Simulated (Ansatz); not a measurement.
Nb$_{3}$Ir:
```yaml
crystal:
  lattice:
    - [4.08864, 0.00000, 0.00000]
    - [0.00000, 4.08864, 0.00000]
    - [0.00000, 0.00000, 4.08864]
  atoms:
    - { symbol: Nb, position: [0.00000, 0.50000, 0.50000] }
    - { symbol: Nb, position: [0.50000, 0.50000, 0.00000] }
    - { symbol: Nb, position: [0.50000, 0.00000, 0.50000] }
    - { symbol: Ir, position: [0.00000, 0.00000, 0.00000] }
```

Relaxed with r²SCAN. Special points in fractions of this cell's reciprocal vectors: Γ (0.000, 0.000, 0.000); X (0.000, 0.500, 0.000); M (0.500, 0.500, 0.000); R (0.500, 0.500, 0.500).

### Question
List the band energies nearest the Fermi level at these points for r²SCAN with spin–orbit coupling (plane waves, PAW; program Ansatz).

### Answer
In eV from the Fermi level; about four levels below and three above (degenerate sets whole), none deeper than 8.9 eV; points with the same levels are listed once.

| k | below | above |
|---|---|---|
| Γ | -0.99 -0.99 -0.99 -0.99 -0.67 -0.67 | 1.55 1.55 1.55 1.55 |
| X | -1.71 -1.71 -1.48 -1.48 | 0.81 0.81 0.88 0.88 |
| M | -1.25 -1.25 -1.19 -1.19 | 1.30 1.30 1.39 1.39 |
| R | -0.06 -0.06 -0.06 -0.06 | 0.03 0.03 0.47 0.47 |

Space group Pm-3m (Cu3Au type). A made-up cell: these elements were put on the sites of a structure type; neither database checked (COD, Materials Project) lists it. COD files the formula under space group No. 223. Whether it is the stable phase at ambient conditions was not checked. The r²SCAN relaxation kept the symmetry of its start. At this level the phase is mechanically unstable. The run is not spin-polarised.

Potentials: the earlier of the program's two PAW sets.
